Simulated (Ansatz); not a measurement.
**Ansatz run, CdPd$_{3}$**

input.yaml (Ansatz 0.2.0)

```yaml
crystal:
  lattice:
    - [0.0, 0.0, 6.23278]
    - [5.018634, -3.553778, 3.11639]
    - [5.018634, 3.553778, -3.11639]
  atoms:
    - { symbol: Pd, position: [0.5, 0.0, 0.5] }
    - { symbol: Pd, position: [0.0, 0.0, 0.5] }
    - { symbol: Pd, position: [0.5, 0.5, 0.0] }
    - { symbol: Pd, position: [0.0, 0.5, 0.0] }
    - { symbol: Cd, position: [0.5, 0.0, 0.0] }
    - { symbol: Pd, position: [0.5, 0.5, 0.5] }
    - { symbol: Pd, position: [0.0, 0.5, 0.5] }
    - { symbol: Cd, position: [0.0, 0.0, 0.0] }
  symmetry: { tolerance: 0.0003 }
kpoints:
  mp_grid: { grid: [6, 6, 6], shift: [0, 0, 0] }
  band_path:
    path:
      - [0.0, 0.0, 0.0]
      - [0.0, -0.5, -0.5]
      - [0.0, -0.62464272, -0.37535728]
      - [0.0, -0.37535728, 0.37535728]
      - [0.0, 0.0, 0.0]
      - [1.0, 0.5, -0.5]
      - [1.0, 0.12464272, -0.12464272]
      - [1.0, -0.12464272, -0.87535728]
      - [1.0, 0.0, -1.0]
      - [0.0, -0.5, -0.5]
      - [0.0, 0.0, 0.0]
    npoints: 6
magnetization:
  spin_polarized: false
scf:
  occupations: { method: methfessel_paxton, width: 0.0739 }
  lower_state_search: "off"
  max_iter: 200
hamiltonian:
  pseudopotentials: { kind: paw }
  xc: r2scan
basis:
  ecutwfc: 500
  fft_grid_basis: typed
output:
  forces: true
  stress: true
  eigenvalues: true
  bader: true
  populations: true
  elf: true
  write_potential: true
  volumetric_format: npy
  dos:
    e_range: [-12, 8]
    de: 0.05
    projected: { site_lists: { Cd: [Cd], Pd: [Pd] } }
checkpoint:
  read: saved_state
```

The run starts from an earlier solution of this cell. 

Excerpt of what it printed:

```
Pseudopotentials: kind: paw
Pseudopotential: Pd, paw, valence charge 18, recommended cutoff 500 eV (meta_gga), Pd.paw.azcp
Pseudopotential: Cd, paw, valence charge 20, recommended cutoff 500 eV (meta_gga), Cd.paw.azcp
Functional definition: r2SCAN
  exchange = r2scan_x(k0 = k0, k1 = k1, a1 = a1)
  correlation = r2scan_c
Crystal: 8 atoms, lattice volume = 222.325 Å³
Basis set: ecut = 500 eV, 5657 PW (Γ), exchange–correlation on 192×216×216 points (64 copies of the dense FFT grid, shifted against one another)
Bands: 89, of which v1, the nominal top of the filled ones, is band 74 counted from 1 (73 counted from 0)
Symmetry: 16 space group operations
Space group: Cmmm (ITA 65), of the structure as read, at distance tolerance 1.8e-3 Å
k-points: 46 of 216
Initial density: read from a saved state, or passed on in memory by an earlier SCF of this step, an earlier step, the calling program or the single point that the run made first
Functional: x = r2scan, c = r2scan; τ floored in thin density (d = 2e-4 eV/Å³)
Free energy (F): -58442.5883 eV
Harris-Foulkes:  -58442.5883 eV  (|F-HF|=4.92e-9)
Internal energy: -58442.5885 eV  (E = F + TS)
E sigma→0 (E₀):  -58442.5884 eV
Entropy (-TS):   0.0001 eV (0.016 meV/atom)
Fermi energy:    8.2254 eV
--- Per-component energies (eV) ---
  E_band       = -3048.0840
  E_kinetic    = 4079.4708
  E_local      = -22441.0948  (includes V_loc(G=0)·N_el)
  E_nonlocal   = 1391.7306
  E_hartree    = 9429.0215
  E_xc         = -1271.2817
  E_vxc        = -1848.1131  (∫ρ·V_xc dr)
  E_paw        = -30855.2056  (= ΣΔE_a)
  E_vpaw       = -3224.9677  (= ΣTr[D̂ρ^β])
  E_aug_tail   = 0.0007  (compensation charges beyond the density's cutoff)
  E_vtau       = 136.8213  (kinetic-family band-sum trace: ∫τ·v_τ [+ j·A + Jᵃ·Aᵃ] dr)
  E_ewald      = -18771.3878
  E_core_change = -3.8421  (= ΣΔE_core)
  E_smearing   = 0.0001  (= −TS)
--- Stress (GPa, compression-positive) ---
      -18.6564       0.0000       0.0000
        0.0000     -17.3106       0.0000
        0.0000       0.0000     -16.0938
  P = ⅓ Tr σ = -17.3536 GPa (-173.536 kbar)
--- Löwdin populations: 8 sites ---
  site symbol       q [e]
     0     Pd     17.6319
     1     Pd     17.6319
     2     Pd     17.6319
     3     Pd     17.6319
     4     Cd     19.4969
     5     Pd     17.5830
     6     Pd     17.5830
     7     Cd     19.4969
  spilling = 0.0224 (of n_electrons = 148.0000)
--- Bader charges: 8 sites ---
  site symbol  charge [e]  shift [e]
     0     Pd     -0.1403     0.0000
     1     Pd     -0.1403     0.0000
     2     Pd     -0.1403     0.0000
     3     Pd     -0.1403     0.0000
     4     Cd      0.3680     0.0000
     5     Pd     -0.0874     0.0000
     6     Pd     -0.0874     0.0000
     7     Cd      0.3680     0.0000
```

Origin: a known structure type with other elements, at an estimated volume, so it need not be a known compound. Caveats: many states at the Fermi level without spin polarisation, so a magnetic state may lie lower; atoms or cell far from equilibrium.
